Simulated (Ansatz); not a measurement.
Rh (hcp (Mg type), P6_3/mmc) at seven volumes, the program Ansatz at the PBEsol level (PAW), shape and atoms relaxed at each. One row is withheld.

```json
[
 {"V (Å³/atom)": "12.333", "P (GPa)": "35.08"},
 {"V (Å³/atom)": "12.740", "P (GPa)": "21.21"},
 {"V (Å³/atom)": "13.146", "P (GPa)": "9.64"},
 {"V (Å³/atom)": "13.553", "P (GPa)": "0.00"},
 {"V (Å³/atom)": "13.960", "P (GPa)": "-8.01"},
 {"V (Å³/atom)": "14.366", "P (GPa)": "?"},
 {"V (Å³/atom)": "14.773", "P (GPa)": "-20.19"}
]
```

### Question
Fit the shown pressures and predict the withheld one.

### Answer
Third-order Birch–Murnaghan: P = (3/2)B₀(x^(7/2) − x^(5/2))[1 + (3/4)(B′ − 4)(x − 1)] with x = (V₀/V)^(2/3). Least squares on the six rows gives V₀ = 13.554 Å³/atom, B₀ = 292.1 GPa, B′ = 5.11. At V = 14.366, x = 0.9620 and P = -14.65 GPa. The run itself gave -14.67 GPa.

The workflow started from a Materials Project entry (that database holds measured and hypothetical structures alike); the Crystallography Open Database copy checked does not list it. It is not the phase usual at ambient conditions (space group No. 225). Symmetry was held in the PBEsol relaxation; whether a distortion lowers the energy is not shown. The run is not spin-polarised.

Potentials: the later of the program's two PAW sets.
